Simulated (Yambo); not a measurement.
Yambo run on KNH2 (space group P2_1/m, No. 11). The wavefunctions are PBEsol (pw.x of Quantum ESPRESSO, ONCV potentials, no spin-orbit coupling) ones on a 4×4×2 mesh (16 occupied bands); a = 4.548 Å, b = 3.739 Å, c = 6.186 Å, α = γ = 90.00°, β = 95.31°.

Yambo input:

```
rim_cut
gw0
dyson
el_el_corr
HF_and_locXC
cohsex
em1s
RandQpts= 1000000
RandGvec= 1 Ry
EXXRLvcs= 84 Ry
VXCRLvcs= 336 Ry
Chimod= "HARTREE"
% BndsRnXs
 1 | 148 |
%
NGsBlkXs= 7 Ry
% LongDrXs
 1.0 | 1.0 | 1.0 |
%
ExtendOut
% QPkrange
 1 | 1 | 16 | 17 |
%
```

k points by index: 1 = Γ.

The o-*.qp file then holds:

```
#    K-point    Band    Eo [eV]    E [eV]    E-Eo [eV]    Vxc [eV]    Vnlxc [eV]    Sc|Eo [eV]    Re(Z)    Im(Z)
#
    1    16    0.000000    -3.291400    -3.291400    -15.44070    -19.73849    1.006391    1.000000    0.000000
    1    17    2.082473    2.131981    0.049508    -8.795326    -4.724844    -4.020974    1.000000    0.000000
```
(The two width columns are left out.) Convergence of these settings isn't established.

Geometry of the Materials Project entry, not relaxed at this level.
